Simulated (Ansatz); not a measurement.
**Computed properties of Au**

Au:
```
CELL_PARAMETERS angstrom
      0.00000     3.03895     3.03895
      3.03895     0.00000     3.03895
      3.03895     3.03895     0.00000
ATOMIC_POSITIONS crystal
  Au 0.00000 0.00000 0.00000
  Au 0.25000 0.25000 0.25000
```

Space group Fd-3m (No. 227), diamond; conventional cell a = b = c = 6.078 Å, α = β = γ = 90.00°.

Method: plane-wave PAW r²SCAN (Ansatz code). Geometry: relaxed at this level of theory. Other levels are named where they apply.

Cell and energy:

Volume per atom: 28.07 Å³
Density: 11.65 g/cm³

Electronic structure:

Electronic character: metallic (no gap)
Density of states at the Fermi level: 0.36 states/eV per atom (mean over ±0.08 eV)
Gap with spin–orbit coupling: none (metallic)

Mechanics:

Bulk modulus (Birch–Murnaghan fit): 64.2 GPa
Pressure derivative B′: 5.6
Elastic constants (relaxed ions, GPa): C11 = 55.4, C12 = 67.9, C44 = -9.4
Mechanical stability: unstable (C has a negative eigenvalue)

The start of the workflow was typed in or built on a structure type; neither database checked (COD, Materials Project) lists it. It is not the phase usual at ambient conditions (space group No. 225). Symmetry was held in the r²SCAN relaxation. As this level gives no gap, shear constants depend on the k-mesh and smearing (Fermi–Dirac, 0.1 eV here). Spin–orbit coupling is left out wherever it is not named.

Potentials: the earlier of the program's two PAW sets.
